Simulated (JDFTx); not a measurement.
Input for JDFTx (a modified build): hydrogen selenide, H2Se (SMILES [SeH2]), charge 0, multiplicity 1, linear PCM (GLSSA13), propylene carbonate, 0.5 M KF; lengths in bohr, energies in hartree. This linear run has a cavity as tight as the nonlinear model's, a pairing that the parameters may not suit. The run starts from orbitals saved by an earlier run of the same system.

```
lattice \
  18.4248297151 0.0000000000 0.0000000000 \
  0.0000000000 16.5351035905 0.0000000000 \
  0.0000000000 0.0000000000 14.1729459347
coords-type Cartesian
ion Se -0.0000026712 -0.9490007431 0.0000000000 0
ion H 1.9433991997 0.9489990039 -0.0000000000 0
ion H -1.9433991997 0.9490007431 -0.0000000000 0
ion-species pseudo/se_pbe_v1.upf
ion-species pseudo/h_pbe_v1.4.upf
elec-cutoff 20 100
elec-ex-corr gga-PBE
symmetries none
elec-n-bands 4
electronic-minimize nIterations 150 energyDiffThreshold 1e-7
fluid LinearPCM
pcm-variant GLSSA13
fluid-solvent PC
fluid-cation K+ 0.5
fluid-anion F- 0.5
fluid-minimize nIterations 400 knormThreshold 1e-11
wavefunction read s0.wfns 7
dump-name s4.$VAR
dump End State Ecomponents EigStats BandEigs Forces ElecDensity IonicPositions FluidDebug
```

The log closes as follows.

```
[...]
ElecMinimize: Iter:   6  Etot: -10.737497563017843  |grad|_K:  7.958e-07  alpha:  1.402e+00  linmin: -1.313e-03
ElecMinimize: Iter:   7  Etot: -10.737497626610104  |grad|_K:  3.552e-07  alpha:  1.360e+00  linmin: -7.234e-06
ElecMinimize: Iter:   8  Etot: -10.737497638941214  |grad|_K:  1.524e-07  alpha:  1.328e+00  linmin: -6.567e-02
ElecMinimize: Converged (|Delta Etot|<1.000000e-07 for 2 iters).

# Ionic positions in cartesian coordinates:
ion Se  -0.000002671200000  -0.949000743100000   0.000000000000000 0
ion H   1.943399199700000   0.948999003900000   0.000000000000000 0
ion H  -1.943399199700000   0.949000743100000   0.000000000000000 0

# Forces in Cartesian coordinates:
force Se   0.000000607951622  -0.026805207706549  -0.000000629800788 0
force H   0.014206659008642   0.013389968679720  -0.000000690188310 0
force H  -0.014207161570557   0.013391125477313   0.000001057337937 0

# Energy components:
   A_diel =       -0.0080946633643899
   Eewald =       -0.7694533513466023
       EH =        7.5890730709643028
     Eloc =      -20.7712000728398074
      Enl =        2.4762055910543750
      Exc =      -15.5165155393349057
 Exc_core =       12.2282662842455974
       KE =        4.0342210416802136
-------------------------------------
     Etot =      -10.7374976389412140


	eMin: -0.657406 at state 0 ( [ +0.000000 +0.000000 +0.000000 ] spin 0 )
	HOMO: -0.208040 at state 0 ( [ +0.000000 +0.000000 +0.000000 ] spin 0 )
```

The run took 9 electronic cycles (a count that differs between repeats, as do the digits past 10⁻⁶ Ha); the highest occupied level lies at -5.66 eV from the bulk liquid; the total lies -0.17 eV from the vacuum run at this geometry. The continuum can't coordinate to the solute or react with it.
